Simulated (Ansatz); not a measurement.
Ag (fcc, Cu type)

```yaml
crystal:
  lattice:
    - [0.00000, 2.07459, 2.07459]
    - [2.07459, 0.00000, 2.07459]
    - [2.07459, 2.07459, 0.00000]
  atoms:
    - { symbol: Ag, position: [0.00000, 0.00000, 0.00000] }
```

The slice is a {110} plane (indices of the conventional cell) through the point (0.000, 0.000, 0.000) (fractional), spanned by u = [100] and v = [1 -1 -1] in vectors of this cell: u (2.93 Å) and v (4.15 Å, at 90° to u). It covers one period; positions are fractions (u, v).

Calculation: PBE (plane waves to 420 eV, PAW, scalar-relativistic; Ansatz, an electronic-structure program). k mesh 19×19×19. These are valence fields of a PAW run, semicore shells included where kept as valence: close to a nucleus they are smooth pseudo fields. Ag was relaxed with its symmetry unable to fall. The PAW data are Ansatz's earlier set.

What is the valence density on the shortest Ag–Ag line in this plane (2.93 Å), at its midpoint?

0.20 e/Å³.

What is the ELF at the midpoint of the shortest Ag–Ag line in this plane (2.93 Å)?

0.16.

Predict the map of the valence electron density on the slice.


```
|99987643211123467899|
|99876542211122456789|
|88776432111112346778|
|77665432111112345667|
|66544321110111234456|
|44432211100011123344|
|33222111000001112223|
|22111110000000111112|
|11111000000000001111|
|00000000111110000000|
|00000001111111000000|
|00000001111111000000|
|00000001111111000000|
|00000001111111000000|
|00000001111111000000|
|00000001111111000000|
|00000001111111000000|
|00000000111110000000|
|11111000000000001111|
|22111110000000111112|
|33222111000001112223|
|44433211100011122344|
|66544321110111234456|
|77665432111112345667|
|88776432111112346778|
|99876542211122456789|
|99987643211123467899|
|99987643211123467899|
```
Scale: ten equal steps from -1.06 (start of '0') to 1.37 (end of '9'), in the order '0123456789'. Values: log₁₀ of the valence density in e/Å³. The map has 20 points along u (one character each, u = 0 at the left) and 28 along v (v = 0 in the bottom row). The scale is logarithmic, as a density can span decades between atoms and voids.
